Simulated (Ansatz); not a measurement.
A relaxation computed with Ansatz, from input to last step.

```yaml
crystal:
  lattice:
    - [6.2694735828, 0.0, 0.0]
    - [0.0, 6.2694735828, 0.0]
    - [0.0, 0.0, 6.2694735828]
  atoms:
    - { symbol: Mn, position: [0.1786527144, 0.8213472856, 0.3213472856] }
    - { symbol: Mn, position: [0.3213472856, 0.1786527144, 0.8213472856] }
    - { symbol: Mn, position: [0.8213472856, 0.3213472856, 0.1786527144] }
    - { symbol: Mn, position: [0.6786527144, 0.6786527144, 0.6786527144] }
    - { symbol: Mn, position: [0.5713472856, 0.4286527144, 0.9286527144] }
    - { symbol: Mn, position: [0.4286527144, 0.9286527144, 0.5713472856] }
    - { symbol: Mn, position: [0.9286527144, 0.5713472856, 0.4286527144] }
    - { symbol: Mn, position: [0.0713472856, 0.0713472856, 0.0713472856] }
    - { symbol: Al, position: [0.7963345715, 0.9536654285, 0.375] }
    - { symbol: Al, position: [0.7036654285, 0.0463345715, 0.875] }
    - { symbol: Al, position: [0.2036654285, 0.4536654285, 0.125] }
    - { symbol: Al, position: [0.2963345715, 0.5463345715, 0.625] }
    - { symbol: Al, position: [0.9536654285, 0.375, 0.7963345715] }
    - { symbol: Al, position: [0.0463345715, 0.875, 0.7036654285] }
    - { symbol: Al, position: [0.4536654285, 0.125, 0.2036654285] }
    - { symbol: Al, position: [0.5463345715, 0.625, 0.2963345715] }
    - { symbol: Al, position: [0.375, 0.7963345715, 0.9536654285] }
    - { symbol: Al, position: [0.875, 0.7036654285, 0.0463345715] }
    - { symbol: Al, position: [0.125, 0.2036654285, 0.4536654285] }
    - { symbol: Al, position: [0.625, 0.2963345715, 0.5463345715] }
basis:
  ecutwfc: 420
kpoints:
  mp_grid: { grid: [6, 6, 6] }
hamiltonian:
  xc: pbesol
scf:
  occupations: { method: gaussian, width: 0.1 }
output:
  forces: true
  stress: true
  eigenvalues: true
relax:
  adjacent_minimum: "off"
  f_tol: 0.01
  max_steps: 30
```

```bash
ansatz run input.yaml --threads 4 --pin off --max-ram 10240MiB --backend cpu --events-out ev --progress --plain --runs-dir out
```

Method: DFT PBEsol, scalar-relativistic, plane waves, PAW (Ansatz).

The volume is held at 0.97 times that of the relaxed cell.

Of 3 frames 3 are shown, positions in Å and forces in eV/Å; the SCF threshold varies from step to step. Spin polarisation was left out; whether the Mn atoms would carry moments isn't shown by this run.

```xyz
20
Lattice="6.2695 0.0000 0.0000 0.0000 6.2695 0.0000 0.0000 0.0000 6.2695" Properties=species:S:1:pos:R:3:forces:R:3 pbc="T T T" step=1 free_energy_over_end_meV_per_atom=0.08
Mn    1.1201    5.1494    2.0147    0.0319   -0.0319   -0.0319
Mn    2.0147    1.1201    5.1494   -0.0319    0.0319   -0.0319
Mn    5.1494    2.0147    1.1201   -0.0319   -0.0319    0.0319
Mn    4.2548    4.2548    4.2548    0.0319    0.0319    0.0319
Mn    3.5820    2.6874    5.8222   -0.0319    0.0319    0.0319
Mn    2.6874    5.8222    3.5820    0.0319    0.0319   -0.0319
Mn    5.8222    3.5820    2.6874    0.0319   -0.0319    0.0319
Mn    0.4473    0.4473    0.4473   -0.0319   -0.0319   -0.0319
Al    4.9926    5.9790    2.3511   -0.0395    0.0395    0.0000
Al    4.4116    0.2905    5.4858    0.0395   -0.0395    0.0000
Al    1.2769    2.8442    0.7837    0.0395    0.0395    0.0000
Al    1.8579    3.4252    3.9184   -0.0395   -0.0395    0.0000
Al    5.9790    2.3511    4.9926    0.0395    0.0000   -0.0395
Al    0.2905    5.4858    4.4116   -0.0395    0.0000    0.0395
Al    2.8442    0.7837    1.2769    0.0395    0.0000    0.0395
Al    3.4252    3.9184    1.8579   -0.0395    0.0000   -0.0395
Al    2.3511    4.9926    5.9790    0.0000   -0.0395    0.0395
Al    5.4858    4.4116    0.2905    0.0000    0.0395   -0.0395
Al    0.7837    1.2769    2.8442    0.0000    0.0395    0.0395
Al    3.9184    1.8579    3.4252    0.0000   -0.0395   -0.0395
20
Lattice="6.2695 0.0000 0.0000 0.0000 6.2695 0.0000 0.0000 0.0000 6.2695" Properties=species:S:1:pos:R:3:forces:R:3 pbc="T T T" step=2 free_energy_over_end_meV_per_atom=0.01
Mn    1.1209    5.1486    2.0139    0.0155   -0.0155   -0.0155
Mn    2.0139    1.1209    5.1486   -0.0155    0.0155   -0.0155
Mn    5.1486    2.0139    1.1209   -0.0155   -0.0155    0.0155
Mn    4.2556    4.2556    4.2556    0.0155    0.0155    0.0155
Mn    3.5812    2.6882    5.8230   -0.0155    0.0155    0.0155
Mn    2.6882    5.8230    3.5812    0.0155    0.0155   -0.0155
Mn    5.8230    3.5812    2.6882    0.0155   -0.0155    0.0155
Mn    0.4465    0.4465    0.4465   -0.0155   -0.0155   -0.0155
Al    4.9913    5.9803    2.3511   -0.0123    0.0123    0.0000
Al    4.4129    0.2892    5.4858    0.0123   -0.0123    0.0000
Al    1.2782    2.8455    0.7837    0.0123    0.0123    0.0000
Al    1.8566    3.4239    3.9184   -0.0123   -0.0123    0.0000
Al    5.9803    2.3511    4.9913    0.0123    0.0000   -0.0123
Al    0.2892    5.4858    4.4129   -0.0123    0.0000    0.0123
Al    2.8455    0.7837    1.2782    0.0123    0.0000    0.0123
Al    3.4239    3.9184    1.8566   -0.0123    0.0000   -0.0123
Al    2.3511    4.9913    5.9803    0.0000   -0.0123    0.0123
Al    5.4858    4.4129    0.2892    0.0000    0.0123   -0.0123
Al    0.7837    1.2782    2.8455    0.0000    0.0123    0.0123
Al    3.9184    1.8566    3.4239    0.0000   -0.0123   -0.0123
20
Lattice="6.2695 0.0000 0.0000 0.0000 6.2695 0.0000 0.0000 0.0000 6.2695" Properties=species:S:1:pos:R:3:forces:R:3 pbc="T T T" step=3 free_energy_over_end_meV_per_atom=0.00
Mn    1.1220    5.1475    2.0127    0.0007   -0.0007   -0.0007
Mn    2.0127    1.1220    5.1475   -0.0007    0.0007   -0.0007
Mn    5.1475    2.0127    1.1220   -0.0007   -0.0007    0.0007
Mn    4.2567    4.2567    4.2567    0.0007    0.0007    0.0007
Mn    3.5801    2.6894    5.8241   -0.0007    0.0007    0.0007
Mn    2.6894    5.8241    3.5801    0.0007    0.0007   -0.0007
Mn    5.8241    3.5801    2.6894    0.0007   -0.0007    0.0007
Mn    0.4454    0.4454    0.4454   -0.0007   -0.0007   -0.0007
Al    4.9909    5.9806    2.3511    0.0004   -0.0004    0.0000
Al    4.4133    0.2888    5.4858   -0.0004    0.0004    0.0000
Al    1.2785    2.8459    0.7837   -0.0004   -0.0004    0.0000
Al    1.8562    3.4236    3.9184    0.0004    0.0004    0.0000
Al    5.9806    2.3511    4.9909   -0.0004    0.0000    0.0004
Al    0.2888    5.4858    4.4133    0.0004    0.0000   -0.0004
Al    2.8459    0.7837    1.2785   -0.0004    0.0000   -0.0004
Al    3.4236    3.9184    1.8562    0.0004    0.0000    0.0004
Al    2.3511    4.9909    5.9806    0.0000    0.0004   -0.0004
Al    5.4858    4.4133    0.2888    0.0000   -0.0004    0.0004
Al    0.7837    1.2785    2.8459    0.0000   -0.0004   -0.0004
Al    3.9184    1.8562    3.4236    0.0000    0.0004    0.0004
```

Time: 20 s on 4 threads of Intel(R) Xeon(R) 6975P-C (Granite Rapids), with other jobs on the host, peak memory 1 GiB.